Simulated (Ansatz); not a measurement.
Relax this structure to zero stress and force, keeping its symmetry:

```
CELL_PARAMETERS angstrom
-2.08740 2.08740 5.70048
2.08740 -2.08740 5.70048
2.08740 2.08740 -5.70048
ATOMIC_POSITIONS crystal
Sr 0.00000 0.00000 0.00000
As 0.64322 0.64322 0.00000
As 0.35678 0.35678 0.00000
Ru 0.25000 0.75000 0.50000
Ru 0.75000 0.25000 0.50000
```

Level of theory: Ansatz, DFT r2SCAN, scalar-relativistic, plane waves, PAW.

Cutoff 500 eV; k points 12×12×12 on the computed 5-atom cell (Γ-centred); Gaussian smearing, width 0.10 eV; no spin polarisation.

What does it relax to?

The volume stays the same within 0.01 Å³/atom to 19.87 Å³/atom, and the energy falls by 0.1 meV/atom. Final structure:
```cif
data_structure
_symmetry_space_group_name_H-M 'I4/mmm'
_symmetry_Int_Tables_number 139
_cell_length_a 4.1667
_cell_length_b 4.1667
_cell_length_c 11.4459
_cell_angle_alpha 90.000
_cell_angle_beta 90.000
_cell_angle_gamma 90.000
_cell_volume 198.71
loop_
_atom_site_label
_atom_site_type_symbol
_atom_site_symmetry_multiplicity
_atom_site_Wyckoff_symbol
_atom_site_fract_x
_atom_site_fract_y
_atom_site_fract_z
_atom_site_occupancy
Sr1 Sr 2 a 0.00000 0.00000 0.00000 1
As1 As 4 e 0.50000 0.50000 0.14347 1
Ru1 Ru 4 d 0.50000 0.00000 0.25000 1
```

Course of the relaxation (steps run on the plane waves of an earlier cell, and the basis is chosen afresh near the end, so energy and pressure can step there; trial steps that raised the energy were taken back; energies are free energies):

```tsv
step	E − E_final (meV/atom)	largest force component (eV/Å)	P (GPa)	V (Å³/atom)
1	0.1	0.045	-0.29	19.87
2	0.0	0.008	0.11	19.85
3	0.0	0.009	0.00	19.88
4	0.0	0.001	0.00	19.87
5	0.0	0.001	0.00	19.87
```

Cost: 1 run of about 8.2 core-minutes, on Arm Neoverse V1 (shared hosts).